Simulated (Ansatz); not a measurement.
Values for one crystal, relaxed and computed with r²SCAN in the plane-wave PAW code Ansatz; other levels are named.

```yaml
volume_per_atom: 17.61 Å³
band_gap: 3.46 eV (indirect)
Hole effective mass, band 3 of 3 at the edge: 0.28 along [100], 0.22 along [110], 0.21 along [111] (mₑ)
Bulk modulus (Birch–Murnaghan fit): 79.8 GPa
Pressure derivative B′: 4.0
Elastic constants (relaxed ions, GPa): C11 = 151, C12 = 44.1, C44 = 60.3
conduction_band_minimum: at X (3 equivalent valleys)
```

Q: Which compound is it?
(A) MgS, rock salt
(B) K2MgH4, I4/mmm (K on 4e, Mg on 2a, H on 4c, H on 4e)
(C) BaTe, rock salt
(D) KF, rock salt

A: A, MgS, rock salt

Space group Fm-3m (rock salt). The cell was relaxed with r²SCAN under the symmetry of its start.

Potentials: the later of the program's two PAW sets.
